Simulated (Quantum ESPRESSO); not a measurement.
Simulation results for Mg3S2ClF (made-up cell, one site empty)

All values are calculated (Quantum ESPRESSO 7.5). Calculation on a made-up crystal cell, not a measurement, run twice, once with a planted mistake found by running each candidate: periodic Kohn-Sham density functional theory in plane waves with PseudoDojo standard norm-conserving scalar-relativistic pseudopotentials, each functional with its own files (v0.5 for PBE, v0.4.1 for LDA and PBEsol), no spin polarisation, no spin-orbit coupling, atoms not relaxed, stress positive in tension, energies less a fixed whole-eV offset for each atom's element; levels are Kohn-Sham levels at fractions of this cell's reciprocal vectors, counted from the reference band (half the neutral cell's valence electrons, rounded up) at Gamma; error bars cover cutoff and k-mesh only, not smearing or the files; each bar is the largest change over components, and at least 0.002 eV, 0.002 eV per angstrom or 0.02 GPa; a charged cell sits in a uniform background, with energy and stress on this program's zero of potential; energies are for the whole cell, and the offsets were chosen from early runs and are not element reference energies; a distance is the largest change of any value in units of its error bar (the energy's for the smearing term), a scale change is of lengths, and a coarse mesh keeps the half-step shift.

### Mg3S2ClF (made-up cell, one site empty)

Intended structure:
```
Mg3S2ClF
1.0
      5.5313     0.0000     0.0000
      0.0000     5.5313     0.0000
      0.0000     0.0000     5.5313
Mg S F Cl S
3 1 1 1 1
Direct
  -0.01701 0.48533 0.48753
  0.49113 -0.02142 0.50429
  0.48010 0.49867 0.00259
  0.23483 0.23492 0.25878
  0.24087 0.77072 0.74550
  0.76485 0.25034 0.75120
  0.76922 0.74118 0.21642
```

- lattice type: zincblende/diamond
- empty site: 1
- intended functional: pbe
- intended cutoff: 1143 eV
- intended fermi dirac smearing: 0.025 eV
- intended scf tolerance: 1e-07 eV
- intended electrons removed: 0
- healthy free energy less offsets: 7.443 eV
- healthy scf iterations: 10
- healthy smearing term minus ts: 0 eV
- healthy pressure: -2.37 GPa
- healthy stress xx: 2.14 GPa
- healthy stress yy: 1.51 GPa
- healthy stress zz: 3.45 GPa
- healthy stress yz: -0.19 GPa
- healthy stress xz: 0.4 GPa
- healthy stress xy: -0.15 GPa
- healthy reference band: 28
- faulty free energy less offsets: 7.663 eV
- faulty scf iterations: 10
- faulty smearing term minus ts: 0 eV
- faulty pressure: -1.82 GPa
- faulty stress xx: 3.27 GPa
- faulty stress yy: 1.22 GPa
- faulty stress zz: 0.98 GPa
- faulty stress yz: 0.84 GPa
- faulty stress xz: 2.8 GPa
- faulty stress xy: -0.9 GPa
- faulty reference band: 28
- candidate k points along each vector: 2
- candidate cutoff: 710 eV
- candidate smearing: 0.65 eV
- candidate functional: pbesol
- candidate scf tolerance: 0.4 eV
- candidate electrons removed: 1
- candidate scale change: 1.97 percent
- candidate first exchanged site: 6
- candidate second exchanged site: 8
- intended k mesh: 4 x 4 x 4, shifted by half a step
- structure shown: as intended, without the mistake
- fault kind: withheld

Atoms:
```csv
atoms element,atom site,atom energy offset (eV)
Mg,2,-1617
Mg,3,-1617
Mg,4,-1617
S,5,-302
F,6,-677
Cl,7,-449
S,8,-302
```

Healthy forces:
```csv
site,x (eV/Å),y (eV/Å),z (eV/Å)
2,0.608,1.027,-0.427
3,-0.45,-0.643,-0.314
4,-0.494,0.455,0.396
5,0.555,-0.065,-0.126
6,1.196,-0.807,-0.715
7,-0.7,-0.489,0.555
8,-0.715,0.52,0.631
```

Healthy levels:
```csv
level k point,next band up (eV)
Gamma,1.765
"(1/2,1/2,1/2)",3.022
"(0.15,0,0)",2.01
"(0,0.15,0)",2.013
"(0,0,0.15)",2.093
```

Faulty forces:
```csv
site,x (eV/Å),y (eV/Å),z (eV/Å)
2,0.798,1.629,-0.694
3,0.515,0.449,-1.191
4,-0.083,0.64,0.353
5,0.795,0.024,-0.562
6,-0.451,-1.246,0.614
7,-0.558,-0.403,0.42
8,-1.017,-1.092,1.06
```

Faulty levels:
```csv
level k point,next band up (eV)
Gamma,1.777
"(1/2,1/2,1/2)",3.016
"(0.15,0,0)",2.102
"(0,0.15,0)",2.017
"(0,0,0.15)",2.02
```

Candidate mistake: coarse kmesh, low cutoff, wide smearing, wrong functional, loose scf, wrong charge, cell scaled, atoms exchanged

Q: Give the missing fault kind for Mg3S2ClF (made-up cell, one site empty).
A: atoms exchanged

Further results for Mg3S2ClF (made-up cell, one site empty):

* other mistakes compared: 7
* distance from healthy: 269.5 error bars
* distance from nearest other mistake: 262.5 error bars
* healthy error bar energy: 0.002 eV
* healthy error bar stress: 0.02 GPa
* healthy error bar force: 0.006113 eV/Å
* healthy error bar next band up: 0.002 eV
